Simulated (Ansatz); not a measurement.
WSi₂ (MoSi2 type, space group I4/mmm)

```
CELL_PARAMETERS angstrom
     -1.61458     1.61458     3.93362
      1.61458    -1.61458     3.93362
      1.61458     1.61458    -3.93362
ATOMIC_POSITIONS crystal
  W  0.00000 0.00000 0.00000
  Si 0.33458 0.33458 0.00000
  Si 0.66542 0.66542 0.00000
```

The slice is a (1 0 -1) plane (indices of the conventional cell) through the point (0.665, 0.665, 0.000) (fractional), spanned by u = [101] and v = [121] in vectors of this cell: u (3.23 Å) and v (8.50 Å, at 90° to u). It covers one period; positions are fractions (u, v).

All values below come from PBE (plane waves to 420 eV, PAW, scalar-relativistic; Ansatz, a first-principles code). k mesh 20×20×20. Inside the PAW spheres the values are not all-electron values, and peaks at nuclei hang on which shells count as valence. Spin-orbit coupling is left out, though W is heavy. WSi2 is run without spin polarisation. WSi2 was relaxed with its symmetry unable to fall.

Q: Sketch the electron localisation function (ELF) on this plane as a map.

A: 
```
|xx::%%%%====%%%%::|
|==##@@##----##@@##|
|******--....--****|
|++++--..    ..--++|
|##**==........==**|
|@@@@**--....--**@@|
|%%@@##==....==##@@|
|****##**++++**##**|
|::--**%%@@@@%%**--|
|  ..**@@@@@@@@**..|
|  ..++==xxxx==++..|
|..==##::xxxx::##==|
|--**@@**xxxx**@@**|
|--++%%%%++++%%%%++|
|  ::++********++::|
|    ::==++++==::  |
|....::++####++::..|
|..::==%%@@@@%%==::|
|..::**%%@@@@%%**::|
|++++**##****##**++|
|@@@@##==::::==##@@|
|@@@@%%--    --%%@@|
|xx::++==    ==++::|
|xxxx++**::::**++xx|
```
Scale: ten equal steps from 0.13 (start of ' ') to 0.73 (end of '@'), in the order ' .:-=+*#%@'. Values: electron localisation function (ELF). The map has 9 points along u (two characters each, u = 0 at the left) and 24 along v (v = 0 in the bottom row). Points within 0.5 Å of a nucleus are blanked (x), as the pseudised field means little there.
